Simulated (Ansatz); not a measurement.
Input file for Ansatz (a program for electronic structure):

Ansatz 0.2 input:
```yaml
crystal:
  lattice:
    - [3.7833340457, 0.0, 0.0]
    - [0.0, 3.7833340457, 0.0]
    - [0.0, 0.0, 3.7833340457]
  atoms:
    - { symbol: W, position: [0.0, 0.0, 0.0] }
    - { symbol: O, position: [0.0, 0.0, 0.5] }
    - { symbol: O, position: [0.5, 0.0, 0.0] }
    - { symbol: O, position: [0.0, 0.5, 0.0] }
kpoints:
  mp_grid: { grid: [6, 6, 6] }
hamiltonian:
  xc: hse06
  pseudopotentials: { azcp: { folder: ./paw }, kind: paw_fr }
magnetization: { noncollinear: true, spin_orbit: true }
scf:
  n_extra_bands: 12
  occupations: { method: gaussian, width: 0.02 }
output:
  eigenvalues: true
  eigenstates:
    e_range: [-9.0, 10.6]
    kpoints:
      - [0.5, 0.5, 0.5]  # VBM
      - [0.0, 0.0, 0.0]  # CBM
      - [0.0, 0.0, 0.0]  # GAMMA
      - [0.5, 0.5, 0.5]  # R
      - [0.5, 0.5, 0.0]  # M
      - [0.0, 0.5, 0.0]  # X
```

Output (shortened):

```
Pseudopotentials: kind: paw_fr
Pseudopotential: W, paw, valence charge 14
Pseudopotential: O, paw, valence charge 6
Functional definition: HSE06
non-collinear run that drives no moment, with spin-orbit …
Crystal: 4 atoms, lattice volume = 54.153 Å³
Basis set: ecut = 420 eV, 1021 PW (Γ)
Bands: 44, of which v1, the nominal top of the filled ones, is band 32 counted from 1 (31 counted from 0)
Symmetry: 48 space group operations + 48 with time reversal
k-points: 20 of 216
Projection manifold: j_resolved (fully-relativistic pseudo-atomic orbitals)
PAW frozen core: W, regenerated for the run's functional, and the local potential with it
PAW frozen core: O, regenerated for the run's functional, and the local potential with it
Initial density: superposition of atomic densities (chi_scale 0.1, normalization cell, long waves kept (reshape's long-wave potential 0.00 eV rms))
Initial wavefunctions: pseudopotential atomic-orbital guess
Eigensolver: davidson
Functional: x = pbe(κ = 0.804, μ = 0.2195149727645171), c = pbe(β = 0.06672455060314922), warm-up for x = pbe(κ = 0.804, μ = 0.2195149727645171) + 0.25 (exact − pbe) at short range (hse, ω = 0.20786987370883472 Å⁻¹), c = pbe(β = 0.06672455060314922); HSE06 as …
SCF 1 stopped early in 7 iterations: F = -12113.976630 eV  dr2 = 6.87e-6
Crystal: 4 atoms, lattice volume = 54.153 Å³
Projection manifold: j_resolved (fully-relativistic pseudo-atomic orbitals)
Initial density: handed on by an earlier stage of this run
Initial wavefunctions: those handed on with the density
Functional: x = pbe(κ = 0.804, μ = 0.2195149727645171) + 0.25 (exact − pbe) at short range (hse, ω = 0.20786987370883472 Å⁻¹), c = pbe(β = 0.06672455060314922); HSE06 as pw.x's `hse` composes it (authors' and Libxc's form: `xc: wpbeh`)
Exchange kernel: α = 0.2500, screened, ω = 0.2079 Å⁻¹, Wigner–Seitz truncation, v(0) = 1046.5885 eV·Å³, q-mesh 6×6×6, nearest image of the exchange supercell L …
Frozen-core exchange: fock
Mixer restart at iter 5: flushing history
SCF 2 stopped early in 8 iterations: F = -12095.218005 eV  dr2 = 1.74e-6
hybrid outer 1: dexx = +1.769e-2 eV, tail = 3.63e-5 eV
Crystal: 4 atoms, lattice volume = 54.153 Å³
Projection manifold: j_resolved (fully-relativistic pseudo-atomic orbitals)
Exchange kernel: α = 0.2500, screened, ω = 0.2079 Å⁻¹, Wigner–Seitz truncation, v(0) = 1046.5885 eV·Å³, q-mesh 6×6×6, nearest image of the exchange supercell L …
Frozen-core exchange: fock
SCF 3 converged in 4 iterations: F = -12095.217714 eV  dr2 = 2.49e-8
hybrid outer 2: dexx = +9.372e-7 eV, tail = 6.37e-8 eV, Δε = 2.68e-3 eV (about 1.19e-4 eV left of the loop's levels)
hybrid SCF converged: 2 outer / 12 inner (+7 warm-up), last move |dexx| = 9.37e-7 eV, tail = 6.37e-8 eV
Stability not checked (fock_operator)
Magnetization: |M| = 0.0000 μB,  M = (+0.0000, +0.0000, +0.0000) μB
Absolute magnetization: 0.0000 μB (∫|m|)
  site 0: m = (+0.0000, +0.0000, +0.0000) μB, |m| = 0.0000 μB  (R = 0.78 Å)
  site 1: m = (+0.0000, +0.0000, +0.0000) μB, |m| = 0.0000 μB  (R = 0.78 Å)
  site 2: m = (+0.0000, +0.0000, +0.0000) μB, |m| = 0.0000 μB  (R = 0.78 Å)
  site 3: m = (+0.0000, +0.0000, +0.0000) μB, |m| = 0.0000 μB  (R = 0.78 Å)
Free energy (F): -12095.217714 eV
Frozen-core exchange: fock
Harris-Foulkes:  -12095.217714 eV  (|F-HF|=1.83e-8)
Internal energy: -12095.217714 eV  (E = F + TS)
E sigma→0 (E₀):  -12095.217714 eV
Fermi energy:    5.948407 eV
--- Per-component energies (eV) ---
  E_band       = -418.056235
  E_kinetic    = 918.985596
  E_local      = -2631.044950  (includes V_loc(G=0)·N_el)
  E_nonlocal   = 127.041053
  E_hartree    = 1011.481486
  E_xc         = -381.642219
  E_vxc        = -397.008734  (∫ρ·V_xc dr)
  E_exx        = -98.071482  (= α·E_x^exact, valence–valence)
  E_paw        = -9066.052088  (= ΣΔE_a)
  E_vpaw       = -262.854332  (= ΣTr[D̂ρ^β])
  E_aug_tail   = 0.002397  (compensation charges beyond the density's cutoff)
  E_ewald      = -1972.902603
  E_core_change = -3.014901  (= ΣΔE_core)
  E_smearing   =  0.000000  (= −TS)
  E_closure    = 0.000000  (closes the sum)
  Σ components = -12095.217714   (vs F -12095.217714, Δ=0.00e0)
--- Band table (eV; the first three rows and the last of 20) ---
  k-point 0: bands = ["-73.0701", "-73.0701", "-43.1230", "-43.1230", "-33.1998", "-33.1998", "-33.1998", "-33.1998", "-15.0923", "-15.0923", "-14.2699", "-14.2699", "-14.2699", "-14.2699", "1.0596", "1.0596", "2.0675", "2.0675", "2.0675", "2.0675", "3.8983", …
  k-point 1: bands = ["-73.0702", "-73.0702", "-43.1245", "-43.1245", "-33.2233", "-33.2233", "-33.1972", "-33.1972", "-14.9623", "-14.9623", "-14.2638", "-14.2638", "-14.0251", "-14.0251", "0.5363", "0.5363", "1.6228", "1.6228", "1.9826", "1.9826", "3.1070", …
  k-point 2: bands = ["-73.0703", "-73.0703", "-43.1276", "-43.1276", "-33.2694", "-33.2694", "-33.1919", "-33.1919", "-14.8265", "-14.8265", "-14.2515", "-14.2515", "-13.2971", "-13.2971", "-1.4745", "-1.4745", "1.3653", "1.3653", "1.6166", "1.6166", …
  k-point 19: bands = ["-73.0704", "-73.0704", "-43.1419", "-43.1419", "-33.3219", "-33.3219", "-33.3219", "-33.3219", "-13.1697", "-13.1697", "-12.5136", "-12.5136", "-12.5136", "-12.5136", "-2.7328", "-2.7328", "-2.7328", "-2.7328", "-2.0226", "-2.0226", …
  band table: 44 of 44 bands, residual norms ≤ 1.0e-3 eV
```

Cost: around 5 core-minutes (rough) on shared cores.

The points marked VBM and CBM come from a semilocal run.

Space group Pm-3m (ReO3 type). The first step of the workflow began from a Materials Project structure, measured or hypothetical; the Crystallography Open Database copy checked does not list it. COD files the formula under space group No. 2, 14, 62, 129, 130, 191. Its standing as an ambient phase is unchecked. The cell was relaxed with HSE06 under the symmetry of its start; whether a distortion lowers the energy is not shown. The run is not spin-polarised.

Potentials: the earlier of the program's two PAW sets. The files were generated under PBE; for other functionals the program regenerates the frozen cores, and for LDA and PBEsol the local potential too.

Ansatz is a plane-wave DFT program.
